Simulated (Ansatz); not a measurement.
## SiIrRu, a known structure type with other elements, at an estimated volume

```
Si Ru Ir
1.0
     3.81607    0.00000    0.00000
     0.00000    3.81607    0.00000
     0.00000    0.00000    6.09950
Si Ru Ir
2 2 2
Direct
  0.25000 0.25000 0.17500
  0.75000 0.75000 0.82500
  0.75000 0.25000 0.00000
  0.25000 0.75000 0.00000
  0.25000 0.25000 0.67900
  0.75000 0.75000 0.32100
```

The numbers come from plane-wave PAW DFT (Ansatz): PBE, with U_eff = 0.72 eV on Ru d (all-electron-ortho-atomic projectors), no spin polarisation, 420 eV, 9×9×6 Γ-centred k points, fermi-dirac occupations (width 0.1 eV). Nothing was relaxed.

Task: How is the charge shared?

Result: Bader charges in e: Si +1.43, Ir -0.25, Ru -1.18. In the mean Si gives up most and Ru takes most.

Task: What happens at the Fermi level?

Result: It is a metal, with about 7.3 states/eV a cell as the mean within 0.25 eV of the Fermi level, mostly Ir d (59 %) and Ru d (31 %).

Task: Is the cell too large or too small?

Result: The pressure is 25.1 GPa (compression positive), so with the atoms held at these fractions the cell would first expand; the forces are large, so a full relaxation may end otherwise. The principal stresses 12.0, 31.6, 31.6 GPa differ, so its shape would change too.

Task: Where is the largest force?

Result: The largest is on Si2 (and as large on other atoms): 7.35 eV/Å, components (0.00, 0.00, -7.35). It makes 119° with the line to a nearest neighbour, Ru3 at 2.19 Å.

Origin: a known structure type with other elements, at an estimated volume, so it need not be a known compound. Caveats: many states at the Fermi level without spin polarisation, so a magnetic state may lie lower; a Hubbard term without moments, so a magnetic state may lie lower; atoms or cell far from equilibrium.
